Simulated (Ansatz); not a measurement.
TaAgC: rattling a relaxed structure

It was reached by relaxing an invented guess, and it needn't be the stable form of this composition.

These are results of DFT PBE, scalar-relativistic, plane waves, PAW (Ansatz 0.2.0), not measurements. Cutoff 420 eV; k points 16×16×8 on the computed 3-atom cell (Γ-centred); Gaussian smearing, width 0.10 eV; no spin polarisation.

The cell below (3 atoms, space group P4/mmm (No. 123)) is relaxed within its symmetry.

```
CELL_PARAMETERS angstrom
3.02293 0.00000 0.00000
0.00000 3.02293 0.00000
0.00000 0.00000 5.69987
ATOMIC_POSITIONS crystal
Ta 0.50000 0.50000 0.50000
Ag 0.50000 0.50000 0.00000
C 0.00000 0.00000 0.50000
```

For the test a repeat of it with 6 atoms (edges 3.02, 5.70, 6.05 Å) was strained at random (σ = 1.5 % a component), the atoms were moved at random (σ = 0.05 Å), and all was relaxed again on a coarse 8×4×4 mesh (in the run’s order of axes) with 0.20 eV smearing, with no symmetry imposed.

Spin–orbit coupling, which can matter for Ta, is left out.

Question: What happens?

Answer: It doesn't return. The energy falls by 335 meV/atom on that mesh, the volume changes by -16.4 %, and the end has space group Pmma (No. 51) at a loose tolerance. Relaxed again on an 8×12×8 mesh with 0.10 eV smearing, the new structure lies 341 meV/atom below the first (mesh in the axes of the run's cell; the cell below is made exact in the group named). Space group Pmma (No. 51), orthorhombic, a = 5.396 Å, b = 3.008 Å, c = 5.355 Å. Ta is surrounded by 4 C at 2.14 Å, 2 Ag at 2.95 Å, 4 Ta at 3.01–3.04 Å, 2 Ag at 3.19 Å and 4 Ag at 3.40 Å; Ag is surrounded by 2 C at 2.51 Å, 4 Ag at 2.93–3.01 Å, 2 Ta at 2.95 Å, 2 Ta at 3.19 Å and 4 Ta at 3.40 Å; around C lie 4 Ta at 2.14 Å and 2 Ag at 2.51 Å.

```yaml
crystal:
  lattice:
    - [5.39632, 0.00000, 0.00000]
    - [0.00000, 3.00826, 0.00000]
    - [0.00000, 0.00000, 5.35507]
  atoms:
    - { symbol: Ta, position: [0.75000, 0.50000, 0.63118] }
    - { symbol: Ta, position: [0.25000, 0.50000, 0.36882] }
    - { symbol: Ag, position: [0.75000, 0.00000, 0.10565] }
    - { symbol: Ag, position: [0.25000, 0.00000, 0.89435] }
    - { symbol: C, position: [0.00000, 0.00000, 0.50000] }
    - { symbol: C, position: [0.50000, 0.00000, 0.50000] }
```
